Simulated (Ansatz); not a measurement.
The relaxed structure here is a generated cell of Sr: the first start was made by placing the elements on the sites of a structure type, and the end was not matched to a known phase here, so it may be hypothetical. Known forms of Sr include space group No. 225.

One stationary structure of Sr. The numbers are results of PBEsol (plane waves to 420 eV, PAW, scalar-relativistic; Ansatz, an electronic-structure program), not measurements.

```cif
data_Sr3
_chemical_formula_sum 'Sr3'
_space_group_name_H-M_alt 'P 1'
_space_group_IT_number 1
_cell_length_a 6.72515
_cell_length_b 6.72515
_cell_length_c 3.98960
_cell_angle_alpha 90.000
_cell_angle_beta 90.000
_cell_angle_gamma 120.000
loop_
_space_group_symop_operation_xyz
  'x, y, z'
loop_
_atom_site_label
_atom_site_type_symbol
_atom_site_fract_x
_atom_site_fract_y
_atom_site_fract_z
_atom_site_occupancy
Sr1 Sr 0.00000 0.00000 0.00000 1
Sr2 Sr 0.33333 0.66667 0.50000 1
Sr3 Sr 0.66667 0.33333 0.50000 1
```

Q: Determine the symmetry and give the standard cell with its independent sites.

A: Space group P6/mmm (No. 191); a = b = 6.7252 Å, c = 3.9896 Å, α = β = 90.00°, γ = 120.00°

| atom | site | symmetry | x | y | z |
|---|---|---|---|---|---|
| Sr | 1a | 6/mmm | 0.0000 | 0.0000 | 0.0000 |
| Sr | 2d | -6m2 | 0.3333 | 0.6667 | 0.5000 |

Q: Give the shortest distances between elements (the closest pairs, up to four, under 3.6 Å).

A: .

| Quantity | Result |
|---|---|
| Volume per atom | 52.09 Å³ |
| Band gap | no gap (metallic) |

No spin polarisation in the result.

The run could not lose the symmetry of its start: the end is stationary, and may be a saddle point rather than a minimum.

All atoms sit on sites fixed by symmetry, so only the cell could relax.
